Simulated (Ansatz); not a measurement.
A geometry of InSe away from equilibrium: step 2 of the relaxation of a relaxed InSe cell shaken by Gaussian noise of σ = 0.08 Å a coordinate. Method: r2SCAN (plane waves to 500 eV, PAW, scalar-relativistic; Ansatz, a first-principles code). Γ-centred k-mesh 7×7×2 on the run's cell (coarser than for final values), Fermi–Dirac smearing 0.05 eV.

```xyz
8
Lattice="4.0351 0.0158 -0.0004 -2.0039 3.4834 -0.0048 -0.0017 -0.0247 17.4474" Properties=species:S:1:pos:R:3:forces:R:3 pbc="T T T" free_energy=-44365.111 pressure_GPa=0.9
In     0.0393     2.2827    11.6737   -0.0682   -0.0092    0.7923
In     2.0718     1.0951     2.8945    0.0434    0.0423    0.7527
In     1.9749     1.2219     5.7226   -0.0800    0.2483    0.1861
In    -0.0256     2.3541    14.5440   -0.0145   -0.0750   -0.8659
Se     0.0629     2.2482     1.7211   -0.1172    0.0535   -0.6034
Se     2.0515     1.1211    10.4865    0.0252    0.0587   -0.4845
Se     1.9893     1.1922    15.7290    0.0609    0.0270    0.5535
Se    -0.0756     2.4407     7.0418    0.1503   -0.3457   -0.3302
```

Positions in Å, forces in eV/Å, free energy of the cell in eV (comparable only within this code, potentials and settings). Largest force: 0.87 eV/Å, on In4 (atoms numbered as listed); the geometry lies 0.02 eV/atom above the end of its relaxation.

No spin polarisation in the result. No dispersion correction is included, so spacings between layers, chains or molecules are soft and tend to come out too large.

The first start was generated by placing the elements on the sites of a structure type. Materials Project lists a structure of InSe in the same space group, C2/m (No. 12); the sites were not compared with it, nor with measured phases. Known forms of InSe include space group No. 194.
